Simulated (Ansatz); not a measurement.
## LiTaO3, first-principles data

LiTaO3:
```xyz
5
Lattice="3.9199 0.0000 0.0000 0.0000 3.9199 0.0000 0.0000 0.0000 4.0024" Properties=species:S:1:pos:R:3 pbc="T T T"
Ta     1.9600     1.9600     1.6374
Li     0.0000     0.0000     0.6041
O      1.9600     1.9600     3.4672
O      1.9600     0.0000     1.3601
O      0.0000     1.9600     1.3601
```

Space group P4mm (No. 99); conventional cell a = b = 3.9199 Å, c = 4.0024 Å, α = β = γ = 90.00°.

Method: plane-wave PAW PBEsol (Ansatz code). Geometry: relaxed at this level of theory. Other levels are named where they apply.

### Cell and energy

```json
{
 "volume_per_atom": "12.30 Å³",
 "density": "6.37 g/cm³",
 "Formation energy from the elements (no fitted shifts)": "-2641 meV/atom"
}
```

### Electronic structure

```json
{
 "band_gap": "2.20 eV (indirect)",
 "valence_band_maximum": "at R",
 "conduction_band_minimum": "at Γ",
 "smallest_direct_gap_on_the_standard_path": "3.10 eV",
 "electron_effective_mass": "0.31, 0.31, 14 mₑ (principal values)",
 "Electron effective mass with spin–orbit coupling": "0.32, 0.32, 10 mₑ (principal values)",
 "Hole effective mass with spin–orbit coupling": "1.2, 2.1, 2.2 mₑ (principal values)",
 "HSE06 gap on the PBEsol cell": "3.75 eV",
 "Gap with spin–orbit coupling": "2.19 eV"
}
```

### Mechanics

```json
{
 "Elastic constants (relaxed ions, GPa)": "C11 = 350, C12 = 45.0, C13 = 98.2, C33 = 238, C44 = 46.2, C66 = 97.9",
 "mechanical_stability": "stable (all eigenvalues of C positive)",
 "hill_bulk_and_shear_moduli": "157 and 76.6 GPa",
 "Young's modulus": "198 GPa",
 "Poisson's ratio": "0.29",
 "debye_temperature_from_the_elastic_constants": "499 K",
 "Piezoelectric stress constants (proper, relaxed ions, C/m²)": "e15 = e24 = 1.30, e31 = e32 = 0.07, e33 = 3.54"
}
```

### Dielectric response

```json
{
 "Electronic dielectric constant ε∞ (DFPT)": "4.56 (xx = yy), 4.35 (zz)",
 "Static dielectric constant ε0 (ions relaxed, cell fixed)": "39.4 (xx = yy), 14.8 (zz)",
 "Born charges (a third of the trace)": "Ta +7.31, Li +1.08, O -2.90 to -2.59 e",
 "Largest static χ(2) component": "26 pm/V"
}
```

### Phonons

```json
{
 "Highest zone-centre frequency (without LO–TO term)": "694 cm⁻¹",
 "zone_centre_stability": "no imaginary mode at Γ",
 "dynamical_stability_on_the_path": "unstable, down to 68i cm⁻¹"
}
```

The start of the workflow was typed in or built on a structure type; neither database checked (COD, Materials Project) lists it. It is not the phase usual at ambient conditions (space group No. 161). The PBEsol relaxation kept the symmetry of its start. No spin polarisation was allowed. Signs of piezoelectric constants follow the polarity of the cell as given. The references are the lowest solids computed at this level, not always the standard phases (solids in place of the gases). Scalar-relativistic: spin–orbit coupling is off unless named, which matters more the heavier the elements.

Potentials: the later of the program's two PAW sets.
